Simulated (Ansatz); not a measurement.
Relaxed-ion elastic tensor of TiRh (CsCl type, space group No. 221) in GPa (Voigt order), LDA (plane waves, PAW; program Ansatz); density 8.87 g/cm³, 14.11 Å³ per atom.

```json
[
 {"": "1", "1": "171", "2": "246", "3": "246", "4": "0.0", "5": "0.0", "6": "0.0"},
 {"": "2", "1": "246", "2": "171", "3": "246", "4": "0.0", "5": "0.0", "6": "0.0"},
 {"": "3", "1": "246", "2": "246", "3": "171", "4": "0.0", "5": "0.0", "6": "0.0"},
 {"": "4", "1": "0.0", "2": "0.0", "3": "0.0", "4": "65.6", "5": "0.0", "6": "0.0"},
 {"": "5", "1": "0.0", "2": "0.0", "3": "0.0", "4": "0.0", "5": "65.6", "6": "0.0"},
 {"": "6", "1": "0.0", "2": "0.0", "3": "0.0", "4": "0.0", "5": "0.0", "6": "65.6"}
]
```

Is the crystal mechanically stable?

No: the smallest eigenvalue of C is -74.6 GPa.

Space group Pm-3m (CsCl type). The first step of the workflow began from a Materials Project structure, measured or hypothetical; the Crystallography Open Database copy checked does not list it. COD files the formula under space group No. 123. Whether it is the stable phase at ambient conditions was not checked. The LDA relaxation kept the symmetry of its start. At this level the phase is mechanically unstable. The run is not spin-polarised. As this level gives no gap, shear constants depend on the k-mesh and smearing (Fermi–Dirac, 0.1 eV here).

Potentials: the later of the program's two PAW sets.
